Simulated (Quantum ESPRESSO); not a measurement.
# Al3MgSAs3: finding a planted mistake in a log

Simulated, not a measurement. The program is pw.x of Quantum ESPRESSO 7.5 (plane-wave density functional theory). The cell is made up: 8 atoms on a zincblende/diamond lattice, with randomly drawn elements, strain and displacements, not relaxed. PseudoDojo standard norm-conserving files (v0.5 for PBE, v0.4.1 for LDA and PBEsol) set the functional; there is no spin polarisation, spin-orbit coupling or dispersion term, and the masses in the input are unused placeholders.

Intended input:

```
&control calculation='scf', pseudo_dir='./dojo.nc.sr.pbe.v0_5.standard.upf', outdir='./o', disk_io='medium', tprnfor=.true., tstress=.true. /
&system ibrav=0, nat=8, ntyp=4, nbnd=41, ecutwfc=84.00895049, nosym=.true., tot_charge=0,
 occupations='smearing', smearing='fd', degauss=0.0018374661
/
&electrons conv_thr=7.350e-09, electron_maxstep=60, /
ATOMIC_SPECIES
Al 1.0 Al.upf
As 1.0 As.upf
Mg 1.0 Mg.upf
S 1.0 S.upf
CELL_PARAMETERS angstrom
5.7079 0.0022 -0.0038
0.0022 5.6268 -0.0616
-0.0038 -0.0616 5.7413
ATOMIC_POSITIONS angstrom
Al -0.0026 0.002 -0.063
Al 0.0477 2.8001 2.8601
Al 2.8311 -0.0516 2.8732
Mg 2.8537 2.8308 -0.054
S 1.4013 1.3857 1.445
As 1.3882 4.2097 4.2536
As 4.2764 1.3705 4.2834
As 4.3163 4.2416 1.3593
K_POINTS automatic
4 4 4 1 1 1
```

The log is shortened where brackets say so; the opening notice, blank lines, dates and the lines on written files are dropped, and the path of the files is cut. It prints rydbergs, bohrs and kilobars, and counts compression as positive stress. Where no state is partly filled, the Fermi energy that it prints is only some level between the filled and the empty states on the mesh, and need not lie in the true gap.

Log of the intended run:

```
     Program PWSCF v.7.5
     Parallel version (MPI & OpenMP), running on       1 processor cores
     Number of MPI processes:                 1
     Threads/MPI process:                     1
     [start-up lines left out]
     bravais-lattice index     =            0
     lattice parameter (alat)  =      10.7864  a.u.
     unit-cell volume          =    1244.2092 (a.u.)^3
     number of atoms/cell      =            8
     number of atomic types    =            4
     number of electrons       =        70.00
     number of Kohn-Sham states=           41
     kinetic-energy cutoff     =      84.0090  Ry
     charge density cutoff     =     336.0358  Ry
     scf convergence threshold =      7.3E-09
     mixing beta               =       0.7000
     number of iterations used =            8  plain     mixing
     Exchange-correlation= PBE
                           (   1   4   3   4   0   0   0)
     [axes and pseudopotential details left out]
   Cartesian axes
     site n.     atom                  positions (alat units)
         1        Al     tau(   1) = (  -0.0004555   0.0003504  -0.0110373  )
         2        Al     tau(   2) = (   0.0083568   0.4905656   0.5010773  )
         3        Al     tau(   3) = (   0.4959966  -0.0090401   0.5033724  )
         4        Mg     tau(   4) = (   0.4999561   0.4959441  -0.0094606  )
         5        S      tau(   5) = (   0.2455018   0.2427687   0.2531578  )
         6        As     tau(   6) = (   0.2432067   0.7375215   0.7452126  )
         7        As     tau(   7) = (   0.7492070   0.2401057   0.7504334  )
         8        As     tau(   8) = (   0.7561973   0.7431102   0.2381436  )
     number of k points=    32  Fermi-Dirac smearing, width (Ry)=  0.0018
                       cart. coord. in units 2pi/alat
        k(    1) = (   0.1250344   0.1281292   0.1257303), wk =   0.0625000
        k(    2) = (   0.1251988   0.1308505   0.3743053), wk =   0.0625000
     [further k points left out]
     Dense  grid:   129409 G-vectors     FFT dimensions: (  64,  64,  64)
     Estimated max dynamical RAM per process >     173.62 MB
     Initial potential from superposition of free atoms
     starting charge      69.9911, renormalised to      70.0000
     Starting wfcs are   48 randomized atomic wfcs
     total cpu time spent up to now is       14.7 secs
     per-process dynamical memory:    98.1 Mb
     Self-consistent Calculation
     iteration #  1     ecut=    84.01 Ry     beta= 0.70
     Davidson diagonalization with overlap
     ethr =  1.00E-02,  avg # of iterations =  4.3
     Threshold (ethr) on eigenvalues was too large:
     Diagonalizing with lowered threshold
     Davidson diagonalization with overlap
     ethr =  4.94E-04,  avg # of iterations =  2.0
     total cpu time spent up to now is       92.2 secs
     total energy              =    -791.36579818 Ry
     estimated scf accuracy    <       0.34323002 Ry
     iteration #  2     ecut=    84.01 Ry     beta= 0.70
     Davidson diagonalization with overlap
     ethr =  4.90E-04,  avg # of iterations =  4.6
     total cpu time spent up to now is      128.4 secs
     total energy              =    -791.43544175 Ry
     estimated scf accuracy    <       0.05261696 Ry
     [iterations 3 to 8 left out]
     iteration #  9     ecut=    84.01 Ry     beta= 0.70
     Davidson diagonalization with overlap
     ethr =  2.03E-10,  avg # of iterations =  3.7
     total cpu time spent up to now is      379.1 secs
     total energy              =    -791.44709213 Ry
     estimated scf accuracy    <       0.00000001 Ry
     iteration # 10     ecut=    84.01 Ry     beta= 0.70
     Davidson diagonalization with overlap
     ethr =  2.10E-11,  avg # of iterations =  2.2
     total cpu time spent up to now is      417.7 secs
     End of self-consistent calculation
     [lines on levels left out]
     the Fermi energy is     6.5526 ev
!    total energy              =    -791.44709213 Ry
     estimated scf accuracy    <          4.4E-09 Ry
     smearing contrib. (-TS)   =      -0.00000000 Ry
     internal energy E=F+TS    =    -791.44709213 Ry
     The total energy is F=E-TS. E is the sum of the following terms:
     one-electron contribution =    -538.76718654 Ry
     hartree contribution      =     291.27375098 Ry
     xc contribution           =    -171.27779673 Ry
     ewald contribution        =    -372.67585984 Ry
     convergence has been achieved in  10 iterations
     Forces acting on atoms (cartesian axes, Ry/au):
     atom    1 type  1   force =    -0.02043994    0.01212709    0.02021909
     atom    2 type  1   force =    -0.03331060   -0.00615482   -0.01316413
     atom    3 type  1   force =     0.01118765    0.00412279   -0.00354001
     atom    4 type  3   force =    -0.01470366   -0.00315835    0.01570416
     atom    5 type  4   force =    -0.00343283   -0.01089236    0.00595969
     atom    6 type  2   force =     0.02014446    0.00593982   -0.01608284
     atom    7 type  2   force =     0.02270475   -0.00790006   -0.02786758
     atom    8 type  2   force =     0.01785016    0.00591590    0.01877164
     Total force =     0.076473     Total SCF correction =     0.000183
     Computing stress (Cartesian axis) and pressure
          total   stress  (Ry/bohr**3)                   (kbar)     P=       14.51
   0.00008993  -0.00003465   0.00000243           13.23       -5.10        0.36
  -0.00003465   0.00013669   0.00014554           -5.10       20.11       21.41
   0.00000243   0.00014554   0.00006933            0.36       21.41       10.20
     init_run     :     13.75s CPU     14.51s WALL (       1 calls)
     electrons    :    385.94s CPU    403.04s WALL (       1 calls)
     forces       :      6.00s CPU      6.06s WALL (       1 calls)
     stress       :     25.48s CPU     25.63s WALL (       1 calls)
     [timing details left out]
     PWSCF        :   7m11.43s CPU   7m29.76s WALL
     JOB DONE.
```

A second run was made from an input with one planted mistake. Its log:

```
     Program PWSCF v.7.5
     Parallel version (MPI & OpenMP), running on       1 processor cores
     Number of MPI processes:                 1
     Threads/MPI process:                     1
     [start-up lines left out]
     bravais-lattice index     =            0
     lattice parameter (alat)  =      10.7864  a.u.
     unit-cell volume          =    1244.2092 (a.u.)^3
     number of atoms/cell      =            8
     number of atomic types    =            4
     number of electrons       =        70.00
     number of Kohn-Sham states=           41
     kinetic-energy cutoff     =      51.8165  Ry
     charge density cutoff     =     207.2662  Ry
     scf convergence threshold =      7.3E-09
     mixing beta               =       0.7000
     number of iterations used =            8  plain     mixing
     Exchange-correlation= PBE
                           (   1   4   3   4   0   0   0)
     [axes and pseudopotential details left out]
   Cartesian axes
     site n.     atom                  positions (alat units)
         1        Al     tau(   1) = (  -0.0004555   0.0003504  -0.0110373  )
         2        Al     tau(   2) = (   0.0083568   0.4905656   0.5010773  )
         3        Al     tau(   3) = (   0.4959966  -0.0090401   0.5033724  )
         4        Mg     tau(   4) = (   0.4999561   0.4959441  -0.0094606  )
         5        S      tau(   5) = (   0.2455018   0.2427687   0.2531578  )
         6        As     tau(   6) = (   0.2432067   0.7375215   0.7452126  )
         7        As     tau(   7) = (   0.7492070   0.2401057   0.7504334  )
         8        As     tau(   8) = (   0.7561973   0.7431102   0.2381436  )
     number of k points=    32  Fermi-Dirac smearing, width (Ry)=  0.0018
                       cart. coord. in units 2pi/alat
        k(    1) = (   0.1250344   0.1281292   0.1257303), wk =   0.0625000
        k(    2) = (   0.1251988   0.1308505   0.3743053), wk =   0.0625000
     [further k points left out]
     Dense  grid:    62723 G-vectors     FFT dimensions: (  50,  50,  50)
     Estimated max dynamical RAM per process >      85.96 MB
     Initial potential from superposition of free atoms
     starting charge      69.9911, renormalised to      70.0000
     Starting wfcs are   48 randomized atomic wfcs
     total cpu time spent up to now is        7.2 secs
     per-process dynamical memory:    51.8 Mb
     Self-consistent Calculation
     iteration #  1     ecut=    51.82 Ry     beta= 0.70
     Davidson diagonalization with overlap
     ethr =  1.00E-02,  avg # of iterations =  3.9
     Threshold (ethr) on eigenvalues was too large:
     Diagonalizing with lowered threshold
     Davidson diagonalization with overlap
     ethr =  7.63E-04,  avg # of iterations =  1.3
     total cpu time spent up to now is       39.6 secs
     total energy              =    -788.95451351 Ry
     estimated scf accuracy    <       0.54655451 Ry
     iteration #  2     ecut=    51.82 Ry     beta= 0.70
     Davidson diagonalization with overlap
     ethr =  7.81E-04,  avg # of iterations =  2.5
     total cpu time spent up to now is       52.7 secs
     total energy              =    -789.02875779 Ry
     estimated scf accuracy    <       0.03859532 Ry
     [iterations 3 to 8 left out]
     iteration #  9     ecut=    51.82 Ry     beta= 0.70
     Davidson diagonalization with overlap
     ethr =  2.03E-10,  avg # of iterations =  2.0
     total cpu time spent up to now is      144.6 secs
     total energy              =    -789.03915734 Ry
     estimated scf accuracy    <       0.00000002 Ry
     iteration # 10     ecut=    51.82 Ry     beta= 0.70
     Davidson diagonalization with overlap
     ethr =  2.65E-11,  avg # of iterations =  2.9
     total cpu time spent up to now is      157.3 secs
     End of self-consistent calculation
     [lines on levels left out]
     the Fermi energy is     6.5445 ev
!    total energy              =    -789.03915734 Ry
     estimated scf accuracy    <          1.7E-09 Ry
     smearing contrib. (-TS)   =      -0.00000000 Ry
     internal energy E=F+TS    =    -789.03915734 Ry
     The total energy is F=E-TS. E is the sum of the following terms:
     one-electron contribution =    -533.42874565 Ry
     hartree contribution      =     287.14862178 Ry
     xc contribution           =    -170.08317363 Ry
     ewald contribution        =    -372.67585985 Ry
     convergence has been achieved in  10 iterations
     Forces acting on atoms (cartesian axes, Ry/au):
     atom    1 type  1   force =    -0.02084473    0.01139155    0.01953423
     atom    2 type  1   force =    -0.03357744   -0.00563280   -0.01254346
     atom    3 type  1   force =     0.01175347    0.00355711   -0.00304394
     atom    4 type  3   force =    -0.01387618   -0.00245497    0.01494148
     atom    5 type  4   force =    -0.00403784   -0.01157875    0.00659543
     atom    6 type  2   force =     0.01889442    0.00663496   -0.01647864
     atom    7 type  2   force =     0.02318629   -0.00869684   -0.02796143
     atom    8 type  2   force =     0.01850200    0.00677974    0.01895632
     Total force =     0.076508     Total SCF correction =     0.000198
     Computing stress (Cartesian axis) and pressure
          total   stress  (Ry/bohr**3)                   (kbar)     P=    -1796.73
  -0.01223676  -0.00003383   0.00000005        -1800.09       -4.98        0.01
  -0.00003383  -0.01216607   0.00013885           -4.98    -1789.69       20.43
   0.00000005   0.00013885  -0.01223899            0.01       20.43    -1800.42
     init_run     :      6.58s CPU      7.10s WALL (       1 calls)
     electrons    :    141.55s CPU    150.07s WALL (       1 calls)
     forces       :      2.81s CPU      2.83s WALL (       1 calls)
     stress       :      7.85s CPU      7.91s WALL (       1 calls)
     [timing details left out]
     PWSCF        :   2m39.23s CPU   2m48.81s WALL
     JOB DONE.
```

Question: what was wrong in the second input?

Answer: the plane-wave cutoff is too low. The input lines that differ, file-writing options aside:

```
- &system ibrav=0, nat=8, ntyp=4, nbnd=41, ecutwfc=84.00895049, nosym=.true., tot_charge=0,
+ &system ibrav=0, nat=8, ntyp=4, nbnd=41, ecutwfc=51.81654427, nosym=.true., tot_charge=0,
```

```
                                            intended run  run with the mistake
                          free energy (eV)    -10768.186            -10735.425
                    smearing term -TS (eV)        0.0000                0.0000
                            pressure (GPa)          1.45               -179.67
            largest force component (eV/Å)         0.857                 0.863
largest change of a force component (eV/Å)                               0.033
                                iterations            10                    10
```

For scale, a rerun of the intended cell at 1437 eV and a 6 x 6 x 6 mesh moved values by no more than 0.006 eV in energy, 0.02 GPa in stress and 0.004 eV/Å in force.